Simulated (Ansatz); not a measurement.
In r²SCAN in the plane-wave PAW code Ansatz, SiGe in the trigonal phase (R-3m; Si on 6c, Ge on 6c) relaxes to a = 3.924 Å, c = 19.199 Å. Si has 4 nearest neighbours from 2.35 Å (tetrahedral); Ge has 4 nearest neighbours from 2.40 Å (tetrahedral). Its formation energy from the elements is 0.008 eV/atom, with no fitted shifts.

It is gapped at this level: 0.65 eV (indirect). The valence maximum lies at Γ and the conduction minimum at F (3 equivalent valleys). HSE06 on the same cell gives 1.00 eV. Gap from r²SCAN with spin–orbit coupling: 0.59 eV. Electrons at the band edge weigh 0.11, 0.22, 1.3 mₑ (principal values).

An equation-of-state fit gives a bulk modulus of 841 kbar. The relaxed-ion elastic constants in GPa are C11 = 177, C12 = 43.3, C13 = 33.3, C14 = -13.1, C33 = 185, C44 = 56.9. The elastic constants imply a Debye temperature near 476 K. Bader charges are Si +0.27, Ge -0.27 e.

The start of the workflow was typed in or built on a structure type; neither database checked (COD, Materials Project) lists it. Whether it is the stable phase at ambient conditions was not checked. The r²SCAN relaxation kept the symmetry of its start; its stability against distortions is not shown here. The references are the lowest solids computed at this level, not always the standard phases. Spin–orbit coupling is left out wherever it is not named.

Potentials: the later of the program's two PAW sets.
